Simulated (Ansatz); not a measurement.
Relaxed-ion elastic tensor of AgI (wurtzite, P6_3mc) in GPa (Voigt order), plane-wave PAW PBEsol (Ansatz code); density 5.81 g/cm³, 33.55 Å³ per atom.

|  | 1 | 2 | 3 | 4 | 5 | 6 |
|---|---|---|---|---|---|---|
| 1 | 42.8 | 30.8 | 27.8 | 0.0 | 0.0 | 0.0 |
| 2 | 30.8 | 42.8 | 27.8 | 0.0 | 0.0 | 0.0 |
| 3 | 27.8 | 27.8 | 48.2 | 0.0 | 0.0 | 0.0 |
| 4 | 0.0 | 0.0 | 0.0 | 5.4 | 0.0 | 0.0 |
| 5 | 0.0 | 0.0 | 0.0 | 0.0 | 5.4 | 0.0 |
| 6 | 0.0 | 0.0 | 0.0 | 0.0 | 0.0 | 6.0 |

**Question.** Is the crystal mechanically stable?

**Answer.** Yes: the smallest eigenvalue of C is 5.4 GPa.

**Question.** Work out the Voigt, Reuss and Hill averages.

**Answer.** K_V = 34.1, K_R = 34.0, K_H = 34.0; G_V = 6.5, G_R = 6.2, G_H = 6.4 GPa.

**Question.** Give Young's modulus, Poisson's ratio, Pugh's ratio and the universal anisotropy index.

**Answer.** E = 9KG/(3K + G) = 18.0 GPa; ν = 0.41; K/G = 5.34 (ductile by the Pugh limit of 1.75); A_U = 5G_V/G_R + K_V/K_R − 6 = 0.25.

**Question.** Estimate the sound speeds and the Debye temperature.

**Answer.** v_l = √((K + 4G/3)/ρ) = 2710 m/s, v_t = √(G/ρ) = 1050 m/s, mean 1190 m/s; Θ = (h/k)(3n/4πV)^(1/3) v_m = 110 K.

**Question.** Solve the Christoffel equation for the three sound speeds along x, y, z.

**Answer.** Eigenvalues of C_ijkl n_j n_l equal ρv² (piezoelectric stiffening left out). In km/s, slowest first: x 0.97, 1.02, 2.71; y 0.97, 1.02, 2.71; z 0.97, 0.97, 2.88.

**Question.** How much does each axis shrink under pressure?

**Answer.** Linear compressibilities β_i = Σ_j S_ij (j = 1 to 3): x 10, y 10, z 9.0 per TPa.

The cell was relaxed with PBEsol under the symmetry of its start. The run is not spin-polarised. Spin–orbit coupling is left out wherever it is not named.

Potentials: the earlier of the program's two PAW sets. The files were generated under PBE; for other functionals the program regenerates the frozen cores, and for LDA and PBEsol the local potential too.
